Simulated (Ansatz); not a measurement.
SnO2 (rutile)

Space group P4₂/mnm (No. 136); a = 4.8276 Å, b = 4.8276 Å, c = 3.2379 Å, α = 90.00°, β = 90.00°, γ = 90.00°

| atom | site | symmetry | x | y | z |
|---|---|---|---|---|---|
| Sn | 2a | m.mm | 0.0000 | 0.0000 | 0.0000 |
| O | 4f | m.2m | 0.3066 | 0.3066 | 0.0000 |

Two coordinates are scanned: the volume, and the ratio of the stretch along z (the conventional c axis) to the stretch across it. Atoms keep their fractional coordinates.

Computed with PBE (plane waves to 420 eV, PAW, scalar-relativistic; Ansatz, a program for electronic structure). k mesh 7×7×10 (Γ-centred), Fermi-Dirac smearing 0.05 eV. Stress and pressure are positive under compression. As the atoms are clamped, bonds stretch with the cell, which overstates energies and stresses. SnO2 was relaxed with its symmetry unable to fall. The PAW data are Ansatz's earlier set.

Changes of P (GPa) from the point V/V₀ = 1.000, (c/a)/(c/a)₀ = 1.000 when one coordinate moves alone (two changes are said to add if the coupling is within 5 % of the smaller one, nearly so within 20 %):

| point | change |
|---|---|
| V/V₀ = 1.000, (c/a)/(c/a)₀ = 0.880 | 7.07 |
| V/V₀ = 1.000, (c/a)/(c/a)₀ = 0.940 | 2.85 |
| V/V₀ = 0.920, (c/a)/(c/a)₀ = 1.000 | 18.51 |
| V/V₀ = 0.960, (c/a)/(c/a)₀ = 1.000 | 8.18 |
| V/V₀ = 1.040, (c/a)/(c/a)₀ = 1.000 | -6.45 |
| V/V₀ = 1.080, (c/a)/(c/a)₀ = 1.000 | -11.46 |
| V/V₀ = 1.000, (c/a)/(c/a)₀ = 1.060 | -1.65 |
| V/V₀ = 1.000, (c/a)/(c/a)₀ = 1.120 | -2.23 |

Q: Do the two effects add at V/V₀ = 0.920, (c/a)/(c/a)₀ = 1.120? Give the computed change.

A: The sum of the single changes is 18.51 + (-2.23) = 16.28; the calculation gives 15.29, so the coupling contributes -0.99 (over 20 % of the smaller single change, not additive).

Q: Do the two effects add at V/V₀ = 0.960, (c/a)/(c/a)₀ = 1.060? Give the computed change.

A: The sum of the single changes is 8.18 + (-1.65) = 6.53; the calculation gives 6.26, so the coupling contributes -0.27 (under 20 % of the smaller single change, nearly additive).

Q: Do the two effects add at V/V₀ = 0.920, (c/a)/(c/a)₀ = 1.060? Give the computed change.

A: The sum of the single changes is 18.51 + (-1.65) = 16.86; the calculation gives 16.26, so the coupling contributes -0.60 (over 20 % of the smaller single change, not additive).

(A scan under strain: stresses follow from slopes of the energy per volume, elastic moduli from its curvatures.)
